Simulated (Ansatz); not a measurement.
Each is relaxed and computed with PBEsol (plane waves, PAW; program Ansatz). Which is the only metal?
A) Ge2Pt, MoSi2 or CaC2 type
B) GeSe2, I-42d (Ge on 4a, Se on 8d)
C) SiGe, wurtzite
D) Ge3N4, P6_3/m (Ge on 6h, N on 6h, N on 2c)

A, Ge2Pt, MoSi2 or CaC2 type. Ge2Pt: metal; SiGe: gap 0.35 eV (indirect); Ge3N4: gap 2.09 eV (direct); GeSe2: gap 1.34 eV (indirect). Constructed cells (a structure type filled with these elements, in neither database checked): Ge2Pt, MoSi2 or CaC2 type. Standing as an ambient phase not checked: SiGe, wurtzite; GeSe2, I-42d (Ge on 4a, Se on 8d). All cells were relaxed under the symmetry of their starts (and spin orders); stability against distortions was not tested throughout. Rows with no word on spin ran without spin polarisation. Spin–orbit coupling is left out wherever it is not named.

Potentials: the later of the program's two PAW sets.
